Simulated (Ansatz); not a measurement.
Si3N4:
```xyz
14
Lattice="7.6055 0.0000 0.0000 -3.8028 6.5866 0.0000 0.0000 0.0000 2.9056" Properties=species:S:1:pos:R:3 pbc="T T T"
Si    -1.3817     5.4312     2.1792
Si     5.1844     1.1554     0.7264
Si     2.2111     1.5190     0.7264
Si     1.5916     5.0675     2.1792
Si    -0.2100     2.6744     2.1792
Si     4.0127     3.9121     0.7264
N      0.0000     4.3910     2.1792
N      3.8028     2.1955     0.7264
N      4.8211     4.4109     2.1792
N     -1.0184     2.1756     0.7264
N     -1.4094     6.3807     0.7264
N      5.2122     0.2059     2.1792
N      1.3750     1.9697     2.1792
N      2.4278     4.6168     0.7264
```

Relaxed with r²SCAN. Special points in fractions of this cell's reciprocal vectors: Γ (0.000, 0.000, 0.000); M (0.500, 0.000, 0.000); K (0.333, 0.333, 0.000); A (0.000, 0.000, 0.500); L (0.500, 0.000, 0.500); H (0.333, 0.333, 0.500).

Question: List the band energies nearest the valence-band maximum at these points for r²SCAN (plane waves, PAW; program Ansatz).

Answer: In eV from the valence-band maximum; about four levels below and three above (degenerate sets whole), none deeper than 8.9 eV; points with the same levels are listed once.

```tsv
k	below	above
Γ	-1.31 -1.31 -0.47 -0.42 -0.21	4.99 5.24 5.55 5.55
M	-1.37 -0.82 -0.34 -0.27	5.25 5.37 5.55
K	-1.18 -1.18 -0.30 -0.30	5.34 5.52 5.52
A	-1.69 -1.69 -1.69 -1.69 -1.37 -1.37	5.33 5.33 5.33 5.33
L	-1.56 -1.56 -1.09 -1.09	5.43 5.43 6.50 6.50
H	-1.46 -1.46 -1.14 -1.14	5.67 5.67 6.47 6.47
```

Space group P6_3/m. Symmetry was held in the r²SCAN relaxation; phonons on a q-mesh show no instability.

Potentials: the earlier of the program's two PAW sets.
